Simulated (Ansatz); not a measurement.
Relaxed CsPbBr3 (cubic perovskite):

```yaml
crystal:
  lattice:
    - [5.93725, 0.00000, 0.00000]
    - [0.00000, 5.93725, 0.00000]
    - [0.00000, 0.00000, 5.93725]
  atoms:
    - { symbol: Cs, position: [0.00000, 0.00000, 0.00000] }
    - { symbol: Pb, position: [0.50000, 0.50000, 0.50000] }
    - { symbol: Br, position: [0.00000, 0.50000, 0.50000] }
    - { symbol: Br, position: [0.50000, 0.50000, 0.00000] }
    - { symbol: Br, position: [0.50000, 0.00000, 0.50000] }
```

In this cell atom 4 (Br, nearest neighbour Pb at 2.969 Å; its periodic images, 5.9 Å or more away, move with it) is moved by s along Cartesian x, unit vector (1.000, 0.000, 0.000); all other atoms and the cell stay fixed.

Computed with r2SCAN (plane waves to 500 eV, PAW, scalar-relativistic; Ansatz, an electronic-structure program). k mesh 5×5×5 (Γ-centred), Fermi-Dirac smearing 0.05 eV. The energy includes the smearing's −TS. CsPbBr3 was relaxed with its symmetry unable to fall. Spin-orbit coupling is left out, though Pb is heavy. This is a high-temperature form of CsPbBr3. ΔE is measured from the undisplaced structure.

The scan covers s from -0.300 to 0.300 Å in 11 points.

### Question
Is the energy the same for equal positive and negative displacements?

### Answer
Even: the same for both signs. With its periodic images moving along, the atom's site symmetry in this cell is 4/mmm.

### Question
What force acts on the atom along the line at s = -0.300 Å?

### Answer
0.086 eV/Å.

### Question
What is the force constant k = d²E/ds² of this move at s = 0?

### Answer
0.24 eV/Å².

(A displaced cell: forces are minus the slopes of the energy, force constants its curvatures, and phonons follow from these.)
